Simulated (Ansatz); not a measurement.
## Computed properties of CuI

CuI:
```
CELL_PARAMETERS angstrom
      4.18958     0.00000     0.00000
     -2.09479     3.62829     0.00000
      0.00000     0.00000     9.72027
ATOMIC_POSITIONS crystal
  Cu 0.49980 0.49980 0.50000
  Cu 0.50020 0.00000 0.83333
  Cu 0.00000 0.50020 0.16667
  I  0.49998 0.49998 0.00000
  I  0.50002 0.00000 0.33333
  I  0.00000 0.50002 0.66667
```

Space group P6_422 (No. 181); conventional cell a = b = 4.190 Å, c = 9.720 Å, α = β = 90.00°, γ = 120.00°.

Method: DFT-r²SCAN+D4 in the program Ansatz with PAW potentials. Structure relaxed to zero pressure with the same functional. Other levels are named where they apply.

Cell and energy:

Volume per atom: 24.63 Å³
Density: 6.42 g/cm³
Formation energy from the elements (no fitted shifts): -0.064 eV/atom

Electronic structure:

- Band gap = 1.18 eV (indirect)
- Valence-band maximum = at A
- Conduction-band minimum = at Γ
- Smallest direct gap on the standard path = 1.64 eV
- Electron effective mass = 0.17 mₑ (isotropic)
- Hole effective mass = 0.38, 0.38, 0.62 mₑ (principal values)

Magnetism:

- Magnetic order: non-magnetic (starting moments vanished)

Charges:

- Bader charges = Cu +0.39, I -0.39 e

The start of the workflow was typed in or built on a structure type; neither database checked (COD, Materials Project) lists it. It is not the phase usual at ambient conditions (space group No. 216). The cell was relaxed with r²SCAN+D4 under the symmetry of its start; whether a distortion lowers the energy is not shown. The workflow began spin-polarised and lost its moments. The volume moved by -31 % from the start of the relaxation. Point labels and valley counts follow the cell and symmetry of the run, lower than the named group. The references are the lowest solids computed at this level, not always the standard phases. Spin–orbit coupling is left out wherever it is not named.

Potentials: the earlier of the program's two PAW sets.
